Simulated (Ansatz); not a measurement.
Here is the system:

Starting cell, HfN (rock salt):

```yaml
crystal:
  lattice:
    - [0.00000, 4.52548, 4.52548]
    - [2.26274, 0.00000, 2.26274]
    - [2.26274, 2.26274, 0.00000]
  atoms:
    - { symbol: N, position: [0.00000, 0.00000, 0.00000] }
    - { symbol: N, position: [0.50000, 0.00000, 0.00000] }
    - { symbol: Hf, position: [0.25000, 0.50000, 0.50000] }
    - { symbol: Hf, position: [0.75000, 0.50000, 0.50000] }
```

In this cell atom 3 (Hf, nearest neighbour N at 2.263 Å; its periodic images, 3.2 Å or more away, move with it) is moved by s along Cartesian z, unit vector (0.000, 0.000, 1.000); all other atoms and the cell stay fixed.

Calculation: r2SCAN (plane waves to 500 eV, PAW, scalar-relativistic; Ansatz, a program for electronic structure). k mesh 7×14×14 (Γ-centred), Fermi-Dirac smearing 0.05 eV. Energies are smeared free energies. Left out: 2 of 11 points, with atoms too close for the PAW data. With partly filled bands, energies and forces of such displacements shift with the k mesh and the smearing. HfN is run without spin polarisation. HfN was relaxed with its symmetry unable to fall. Spin-orbit coupling is left out, though Hf is heavy. ΔE is measured from the undisplaced structure.

The scan covers s from -0.360 to 0.360 Å in 9 points.

**Question.** Is the energy the same for equal positive and negative displacements?

**Answer.** Even: the same for both signs. With its periodic images moving along, the atom's site symmetry in this cell is -3m.

**Question.** What force acts on the atom along the line at s = -0.360 Å?

**Answer.** 6.23 eV/Å.

**Question.** What is the energy change at s = 0.360 Å?

**Answer.** 903 meV/cell.

**Question.** What is the force constant k = d²E/ds² of this move at s = 0?

**Answer.** 10.6 eV/Å².

(A displaced cell: forces are minus the slopes of the energy, force constants its curvatures, and phonons follow from these.)
